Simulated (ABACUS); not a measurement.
Consider a self-consistent single point of Ir (Fm-3m, 4 atoms in the cell; from Materials Project mp-101, changed as shown).

```
Ir
1.0
    3.77685     0.00000     0.00000
    0.00000     3.77685     0.00000
    0.00000     0.00000     3.77685
Ir
4
Direct
  0.00000   0.00000   0.00000
  0.00000   0.50000   0.50000
  0.50000   0.00000   0.50000
  0.50000   0.50000   0.00000
```

Method: PBE, numerical atomic orbitals DZP (confined pseudo-atomic orbitals with Gaussian additions; energy shift 0.01 Ry), PseudoDojo 0.5 standard norm-conserving PBE (tails mended) pseudopotentials run with ABACUS.

ABACUS settings:

```
setting                                                               value
---------------  ----------------------------------------------------------
basis                   DZP numerical atomic orbitals, energy shift 0.01 Ry
KPT                                                       Gamma 8 8 8 0 0 0
basis_type                                                             lcao
ecutwfc                                                              100 Ry
smearing_method                                                          fd
smearing_sigma                                                0.00734986 Ry
potentials       PseudoDojo 0.5 standard norm-conserving PBE (tails mended)
symmetry                                                                  1
symmetry_prec                                                         1e-05
ks_solver                                                     scalapack_gvx
scf_nmax                                                                100
scf_thr                                                             1.0e-07
mixing_type                                                         broyden
mixing_beta                                                             0.4
```

Results:

```
Property                                                   Value
------------------------------------------------  --------------
Number of valence electrons                                   68
Number of bands                                               44
Number of k-points after the program's reduction              35
Size of the basis                                            104
Number of SCF iterations                                      10
Free energy E − TS                                -12533.4851 eV
Fermi level (on the code's own zero)                    27.61 eV
Pressure                                               34.06 GPa
```

Stress (GPa, positive for compression):
```
34.06   0.00   0.00
 0.00  34.06   0.00
 0.00   0.00  34.06
```

For comparison: a first run was changed to give this one (lattice scaled by 0.98), and from it to this one the free energy goes up by 106 meV/atom and the pressure goes from 7.38 to 34.06 GPa.

The atom-centred basis is finite, which shifts total energies and pressures against plane waves. The structure comes from a collection of computed structures, made at another level of theory; the collection holds predicted forms beside known ones. At this pressure the cell is far from its equilibrium volume at this level.

Cost on one core: very roughly 50 core-seconds.

The atomic orbitals were generated for these runs; they are not ABACUS's published sets and were checked against plane waves on a few crystals only.

“Tails mended”: in these copies of the files the far tail of each local potential was reset to the Coulomb form.
